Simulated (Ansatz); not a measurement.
LaSi$_{2}$Ir$_{2}$:
Space group I4/mmm (No. 139); a = 4.1265 Å, b = 4.1265 Å, c = 10.3713 Å, α = 90.00°, β = 90.00°, γ = 90.00°

| atom | site | symmetry | x | y | z |
|---|---|---|---|---|---|
| Si | 4e | 4mm | 0.0000 | 0.0000 | 0.3703 |
| Ir | 4d | -4m2 | 0.0000 | 0.5000 | 0.2500 |
| La | 2a | 4/mmm | 0.0000 | 0.0000 | 0.0000 |
(The calculation used a cell of 5 atoms; values per cell refer to that cell.)

Relaxed at zero pressure with DFT-r²SCAN in the program Ansatz with PAW potentials.

**Question.** The volume is lowered by 3 % and shape and atoms relax at that volume. What pressure results, and how do the axes share the change?

**Answer.** 5.0 GPa; a -0.7 %, b -0.7 %, c -1.6 %; the energy rises by 8 meV/atom.

**Question.** Give the new structure.

**Answer.** 
Space group I4/mmm (No. 139); a = 4.097 Å, b = 4.097 Å, c = 10.205 Å, α = 90.00°, β = 90.00°, γ = 90.00°

```
atom  site  symmetry       x       y       z
----  ----  --------  ------  ------  ------
Si      4e       4mm  0.0000  0.0000  0.3725
Ir      4d      -4m2  0.0000  0.5000  0.2500
La      2a     4/mmm  0.0000  0.0000  0.0000
```

The phase is kept; no other phase was compared at this pressure.

The workflow started from an entry of the Crystallography Open Database (COD). Its standing as an ambient phase is unchecked. The r²SCAN relaxation kept the symmetry of its start; whether a distortion lowers the energy is not shown. The run is not spin-polarised. Spin–orbit coupling is left out wherever it is not named.

Potentials: the later of the program's two PAW sets.
